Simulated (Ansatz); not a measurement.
Tc (hcp (Mg type)), relaxed with LDA (Ansatz, an electronic-structure program, plane waves, PAW): a = 2.710 Å, b = 2.710 Å, c = 4.332 Å, α = 90.00°, β = 90.00°, γ = 120.00°.

The same phase is relaxed and computed with PBE in the same code. What is the cell now?

a = 2.752 Å, b = 2.752 Å, c = 4.403 Å, α = 90.00°, β = 90.00°, γ = 120.00°.

All cells were relaxed under the symmetry of their starts (and spin orders); stability against distortions was not tested throughout. Named crystals with no word on spin ran without spin polarisation. Spin–orbit coupling is left out wherever it is not named.

Potentials: the earlier of the program's two PAW sets (Tc and Pm come from another file). The files were generated under PBE; for other functionals the program regenerates the frozen cores, and for LDA and PBEsol the local potential too.

Ansatz is a plane-wave DFT program.
